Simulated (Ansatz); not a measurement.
VBiO₄:
```yaml
crystal:
  lattice:
    - [3.86613, 2.74281, 0.00000]
    - [-3.86613, 2.74281, 0.00000]
    - [-2.92998, 0.00000, 4.37135]
  atoms:
    - { symbol: V, position: [0.36147, 0.36147, 0.00000] }
    - { symbol: Bi, position: [0.92884, 0.92884, 0.50000] }
    - { symbol: O, position: [0.06970, 0.31223, 0.66454] }
    - { symbol: O, position: [0.73193, 0.34591, 0.04327] }
    - { symbol: O, position: [0.34591, 0.73193, 0.95673] }
    - { symbol: O, position: [0.31223, 0.06970, 0.33546] }
```

r²SCAN (plane waves, PAW; program Ansatz) gives a gap of 3.26 eV without spin–orbit coupling, maximum at M2, minimum at M2.

**Question.** What happens when spin–orbit coupling is switched on?

**Answer.** The gap shrinks by 0.30 eV, to 2.96 eV; maximum off the standard path, at k = (-0.469, 0.469, 0.302), minimum off the standard path, at k = (0.469, -0.469, 0.375).

Space group C2. The workflow started from a Materials Project entry (that database holds measured and hypothetical structures alike); the Crystallography Open Database copy checked does not list it. It is not the phase usual at ambient conditions (space group No. 88). The cell was relaxed with r²SCAN under the symmetry of its start; of distortions, only those at the zone centre were tested. No spin polarisation was allowed. No Hubbard U is applied.

Potentials: the later of the program's two PAW sets.
